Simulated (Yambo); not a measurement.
BSE-type run in Yambo on NiSi$_{3}$P$_{4}$ (space group I-42m, No. 121), at zero momentum.

Quantum ESPRESSO step (PBEsol, PseudoDojo standard norm-conserving files, scalar-relativistic):
```
&CONTROL
  calculation = 'nscf'
  pseudo_dir = './pseudo'
  outdir = './out'
/
&SYSTEM
  ibrav = 0
  nat = 8
  ntyp = 3
  ecutwfc = 98.0
  ecutrho = 392.0
  occupations = 'fixed'
  force_symmorphic = .true.
  nbnd = 80
/
&ELECTRONS
  conv_thr = 8e-09
  diago_full_acc = .true.
  diago_thr_init = 1e-08
/
ATOMIC_SPECIES
Si 28.0850 Si.upf
P 30.9738 P.upf
Ni 58.6934 Ni.upf
CELL_PARAMETERS angstrom
 -2.584195000000   2.584195000000   5.173835000000
  2.584195000000  -2.584195000000   5.173835000000
  2.584195000000   2.584195000000  -5.173835000000
ATOMIC_POSITIONS crystal
Si   0.250000000000   0.750000000000   0.500000000000
Si   0.750000000000   0.250000000000   0.500000000000
Si   0.500000000000   0.500000000000   0.000000000000
P   0.639870000000   0.639870000000   0.517000000000
P   0.360130000000   0.877130000000   0.000000000000
P   0.122870000000   0.122870000000   0.483000000000
P   0.877130000000   0.360130000000   0.000000000000
Ni   0.000000000000   0.000000000000   0.000000000000
K_POINTS automatic
6 6 6 0 0 0
```

Yambo input:
```
rim_cut
optics
bse
bss
dipoles
em1s
RandQpts= 1000000
RandGvec= 1 Ry
FFTGvecs= 40 Ry
Chimod= "HARTREE"
BSKmod= "SEX"
BSEmod= "resonant"
BSSmod= "hs"
BSENGexx= 15 Ry
BSENGBlk= 3 Ry
% KfnQP_E
 0.273 | 1.0 | 1.0 |
%
% BSEQptR
 1 | 1 |
%
% BSEBands
 19 | 34 |
%
% BEnRange
 0.0 | 5.8 | eV
%
% BDmRange
 0.15 | 0.15 | eV
%
BEnSteps= 116
% BLongDir
 0.0 | 0.0 | 1.0 |
%
BSHayTrs= -0.02
BSSNEig= 24
WRbsWF
% BndsRnXs
 5 | 75 |
%
NGsBlkXs= 3 Ry
% LongDrXs
 1.0 | 1.0 | 1.0 |
%
```

From the report:

The dimension is k points × valence × conduction bands = 216 × 7 × 9 = 13608.
```
  [SLEPC] Approach                          : Krylov-Schur
  [SLEPC] Number of requested eigenvalues   :  24
  [SLEPC] Number of eigenvalues        [NEV]:  24
   [K] Dimension                                    :  13608
   [K] Bands                                        :   19   34
   [K] Exchange res                                 : yes
   [K] Correlation res                              : yes
   [K] W interaction is bare                        : no
   [K] RL vectors exchange                          :   937
   [K] RL vectors correlation                       :  101
   [W] Matrix size                                  :  101
   [W] Bands                                        :    5   75
   [W] Coulomb Cutoff                               : none
   [W] Hxc Kernel                                   : HARTREE
```

Geometry of the Materials Project entry, not relaxed at this level.

The runs are not spin-polarised; magnetic order was not tried.
